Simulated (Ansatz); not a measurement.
Input:

SiGe:
```cif
data_Ge2Si2
_chemical_formula_sum 'Si2 Ge2'
_space_group_name_H-M_alt 'P63mc'
_space_group_IT_number 186
_space_group_name_Hall 'P 6c -2c'
_cell_length_a 3.90074
_cell_length_b 3.90074
_cell_length_c 6.44222
_cell_angle_alpha 90.000
_cell_angle_beta 90.000
_cell_angle_gamma 120.000
loop_
_atom_site_label
_atom_site_type_symbol
_atom_site_symmetry_multiplicity
_atom_site_Wyckoff_symbol
_atom_site_fract_x
_atom_site_fract_y
_atom_site_fract_z
_atom_site_occupancy
Si1 Si 2 b 0.33333 0.66667 0.37456 1
Ge1 Ge 2 b 0.33333 0.66667 0.00044 1
```

This is the PBEsol-relaxed structure.

**Question.** All from plane-wave PAW PBEsol (Ansatz code), unless another level is named. Estimate the electronic dielectric constant ε∞ (DFPT).

**Answer.** 14.1 (xx = yy), 15.3 (zz).

**Question.** Next, the Born charges (a third of the trace)?

**Answer.** Si +0.15, Ge -0.15 e.

Space group P6_3mc (wurtzite). The first step of the workflow began from a Materials Project structure, measured or hypothetical; the Crystallography Open Database copy checked does not list it. Whether it is the stable phase at ambient conditions was not checked. The PBEsol relaxation kept the symmetry of its start; whether a distortion lowers the energy is not shown. Scalar-relativistic: spin–orbit coupling is off unless named, which matters more the heavier the elements.

Potentials: the earlier of the program's two PAW sets. The files were generated under PBE; for other functionals the program regenerates the frozen cores, and for LDA and PBEsol the local potential too.
